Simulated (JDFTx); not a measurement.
System: WSi2(001) (I4/mmm bulk; lattice of mp-1620, not re-optimised at this level), 1x1 cell of 6 atoms in 6 planes (Si outermost, slab composition W2Si4), area 10.33 Å² a face, 6.5 Å between the outermost planes in a cell 22.5 Å high; k mesh 6×6×1, Fermi width 0.01 Ha, no spin polarisation. Whether this polymorph is the ambient one wasn't checked.

Level of theory: PBE, GBRV ultrasoft potentials, plane waves to 20/100 Ha; code: a modified build of JDFTx. Liquid: CANDLE, water, 2 M KCl. Between zero charge and 0.92 V from it the run gives σ = 13.4 μC/cm², a mean capacitance of 14.6 μF/cm². The liquid has ε = 78.4, a 1:1 salt at 2 M with linear (Debye) response, and T = 298 K.

A calculation by hand: the Debye length, the diffuse-layer capacitance, and the inner capacitance that is left when the two stand in series.

Each ion has density c = 2 × 6.022×10⁻⁴ = 1.204e-03 Å⁻³. λ² = ε kT / (8π (e²/4πε₀) c) with kT = 0.02568 eV and e²/4πε₀ = 14.40 eV Å gives λ = 2.15 Å; the log prints 2.15 Å. C_diffuse = ε₀ε/λ = 323 μF/cm². Then 1/C_inner = 1/14.6 − 1/323, so C_inner = 15.3 μF/cm², which equals a vacuum gap of ε₀/C_inner = 0.58 Å. The diffuse layer takes 5 % of the potential drop; the rest lies between the electrode's charge and the onset of the dielectric, with the electrode's own (quantum) capacitance in it. The split is a model: in the calculation solvent and ions share one smooth cavity.
